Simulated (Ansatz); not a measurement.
Input and command of a plane-wave DFT calculation in Ansatz:

```yaml
crystal:
  lattice:
    - [3.9713018075, 0.0, 0.0]
    - [0.0, 3.9713018075, 0.0]
    - [0.0, 0.0, 3.9713018075]
  atoms:
    - { symbol: Zr, position: [0.0, 0.0, 0.0] }
    - { symbol: Pt, position: [0.0, 0.5, 0.5] }
    - { symbol: Pt, position: [0.5, 0.0, 0.5] }
    - { symbol: Pt, position: [0.5, 0.5, 0.0] }
basis:
  ecutwfc: 420
kpoints:
  mp_grid: { grid: [10, 10, 10] }
hamiltonian:
  xc: lda
scf:
  occupations: { method: fermi_dirac, width: 0.15 }
output:
  forces: true
  stress: true
  eigenvalues: true
relax:
  adjacent_minimum: "off"
  f_tol: 0.001
  max_steps: 60
  cell: { stress_tol: 0.01 }
```

```bash
ansatz run input.yaml --threads 1 --pin off --max-ram 3072MiB --backend cpu --events-out ev --progress --plain --runs-dir out
```

Processor: Arm Neoverse V2, 1 thread, on a host shared with other jobs.

Problem. How long does it run, and how much memory does it take?

Solution. About 25 s on 1 thread of Arm Neoverse V2 (shared host), peak memory 0.4 GiB. It solves 41 bands at 56 k points (the mesh reduced by symmetry) with about 1237 plane waves (on the last cell), in 23 SCF iterations over 4 ionic steps.
